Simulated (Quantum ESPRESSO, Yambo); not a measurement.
## G0W0 results for Mg2P2O7

```xyz
11
Lattice="3.2201 -4.1384 0.0000 3.2201 4.1384 0.0000 -1.0523 0.0000 4.3732" Properties=species:S:1:pos:R:3 pbc="T T T"
O      4.6868    -1.2595     1.2231
O      0.7012     1.2595     3.1501
O      0.7012    -1.2595     3.1501
O      4.6868     1.2595     1.2231
O      0.0000     0.0000     0.0000
O      3.1586     0.0000     3.4427
O      2.2294     0.0000     0.9305
Mg     2.6940    -1.5555     2.1866
Mg     2.6940     1.5555     2.1866
P      4.9259     0.0000     0.4078
P      0.4621     0.0000     3.9654
```

The geometry is that of Materials Project entry mp-5427, symmetrised and not relaxed again.

Starting point: norm-conserving PBEsol (Quantum ESPRESSO, 84 Ry, scalar-relativistic). G0W0 in Yambo: 2×2×4 Γ-centred k mesh, bands 3 to 230 and a 8 Ry block in the screening, 230 bands in G with the Bruneval-Gonze terminator, plasmon pole fitted at 27.2 eV.

PBEsol gap along the band path: 5.57 eV
PBEsol gap between the mesh's edge points ((0, 0, -0.5) → Γ): 5.57 eV
G0W0 gap between the same points: 8.27 eV
PBEsol smallest direct gap on the mesh (at Γ): 5.83 eV
G0W0 direct gap at that point: 8.50 eV

```tsv
k point	band	E PBEsol (eV)	E QP (eV)	shift (eV)	Z
Γ	VB	-0.26	-1.80	-1.54	0.82
Γ	CB	5.57	6.71	1.13	0.87
(0, 0, -0.5)	VB	0.00	-1.56	-1.56	0.82
(0, 0, -0.5)	CB	7.64	9.00	1.36	0.86
(0, -0.5, 0)	VB	-0.41	-1.99	-1.58	0.82
(0, -0.5, 0)	CB	7.58	9.01	1.43	0.86
(-0.5, -0.5, -0.5)	VB	-0.21	-1.82	-1.61	0.82
(-0.5, -0.5, -0.5)	CB	8.18	9.81	1.63	0.86
```

Energies count from the PBEsol valence-band maximum.

Nearest settings tried, and what they do to the gap: 152 bands in G: -2 meV; 2 Ry block (39 vectors against 309): +262 meV; 2×2×2 mesh: -7 meV. Not varied: bands in W. So the settings aren't converged at that level.
